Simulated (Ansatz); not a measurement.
WS2 at a changed volume — S-33 NMR of the central transition

Cell: a COD entry, relaxed with PBE at fixed cell and then changed (volume scaled by 1.04, ions relaxed).

Space group P6_3/mmc (No. 194); a = 3.1947, c = 12.4852 Å, γ = 120.00°.

| site | Wyckoff | site symmetry | x | y | z |
| --- | --- | --- | --- | --- | --- |
| W | 2c | -6m2 | 0.3333 | 0.6667 | 0.2500 |
| S | 4f | 3m. | 0.3333 | 0.6667 | 0.6248 |

One atom of each set is listed.

Method: Kohn–Sham DFT in Ansatz, PBE, plane waves and PAW, scalar-relativistic, collinear spin, 420 eV cutoff, Γ-centred 16×16×4 k-points, Fermi–Dirac smearing 0.02 eV. Start moments as typed (μB): 2 on each W, none on the rest.

S-33 has I = 3/2 and Q = -69.40 mb (Pyykkö 2018); at 7.05 T its Larmor frequency is ν₀ = 23.1 MHz. Only the quadrupole interaction is simulated: positions count from each site's isotropic chemical shift, and shift anisotropy, dipolar and J coupling are left out.

Task: What does the S-33 spectrum (static powder) show for each site?

Result: 

| site | first shell | C_Q (MHz) | η | P_Q (MHz) | δ_QIS (ppm) | breadth (kHz) |
| --- | --- | --- | --- | --- | --- | --- |
| S | 3 W at 2.42 Å; also 7 S at 3.13–3.19 Å | 7.93 | 0.00 | 7.93 | -2957 | 355 |

δ_QIS = −(ν_Q²/30ν₀²)[I(I+1) − 3/4](1 + η²/3) × 10⁶ ppm with ν_Q = 3|C_Q|/[2I(2I−1)]; it falls as 1/B₀² in ppm, and the breadth as 1/B₀ in kHz.

An axis of threefold or higher order runs through S, so V_zz lies along it and η is zero.

With ν_Q/ν₀ up to 0.17, terms beyond second order are no longer negligible.

Without spin–orbit coupling the gradients at and beside W can be off by some per cent, at some sites by more. The start moments die out, and the run ends without spin.

The relaxation (4 steps) took 91 s of wall time (91 s of CPU time) and 0.88 GiB at its peak, on 1 thread of Intel Xeon Platinum 8488C (Sapphire Rapids) (x86_64; 16 cores open to the job, memory cap 3.0 GiB, no GPU), a shared host with a load of 0.4 a core.
